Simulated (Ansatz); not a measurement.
An elastic tensor (GPa, Voigt order, standard axes) from the program Ansatz at the PBEsol level (PAW):

```
 147  48.0  21.6  -0.7   0.0   0.0
48.0   147  21.6   0.7   0.0   0.0
21.6  21.6   101   0.0   0.0   0.0
-0.7   0.7   0.0  12.5   0.0   0.0
 0.0   0.0   0.0   0.0  12.5  -0.7
 0.0   0.0   0.0   0.0  -0.7  49.4
```

Which compound is it?
A. W2C, P-31m (W on 6k, C on 1a, C on 2d)
B. B6As, R-3m (B on 18h, B on 18h, As on 6c)
C. AlRu, R-3m (Al on 3a, Ru on 3b)
D. Y2C, R-3m (Y on 6c, C on 3a)

D, Y2C, R-3m (Y on 6c, C on 3a)

The first step of the workflow began from a Materials Project structure, measured or hypothetical; the Crystallography Open Database files this formula in space group No. 166, but the cells were not matched. Its standing as an ambient phase is unchecked. The PBEsol relaxation kept the symmetry of its start; its stability against distortions is not shown here. No spin polarisation was allowed. As this level gives no gap, shear constants depend on the k-mesh and smearing (Fermi–Dirac, 0.1 eV here).

Potentials: the later of the program's two PAW sets.
